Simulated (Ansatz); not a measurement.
TaRe in space group Cmmm (No. 65; Ta on 2c, Re on 2a), the program Ansatz at the r²SCAN level (PAW), all energies at zero smearing, with the estimated change up to a 700 eV cutoff added, with one set of potentials and settings (totals compare only within such a set). Cell of 2 atoms (1 Ta, 1 Re): -20825.648 eV.

| element | reference phase | E (eV/atom) |
|---|---|---|
| Ta | Im-3m, 1 atoms in the cell | -9944.3222 |
| Re | P6_3/mmc, 4 atoms in the cell | -10880.8169 |

Formation energy per atom, worked out: (-20825.648 − 1×(-9944.3222) − 1×(-10880.8169))/2 = -0.254 eV/atom (-25 kJ per mol of atoms), at 0 K, without zero-point energy or fitted corrections.

The workflow started from a Materials Project entry (that database holds measured and hypothetical structures alike); the Crystallography Open Database copy checked does not list it. With Ta and Re taken as one species the cell has the higher symmetry Im-3m, so it may be an ordered model of a mixed-site phase. Whether it is the stable phase at ambient conditions was not checked. The r²SCAN relaxation kept the symmetry of its start; its stability against distortions is not shown here. No spin polarisation was allowed. The references are the lowest solids computed at this level, not always the standard phases. Scalar-relativistic: spin–orbit coupling is off unless named, which matters more the heavier the elements.

Potentials: the later of the program's two PAW sets.
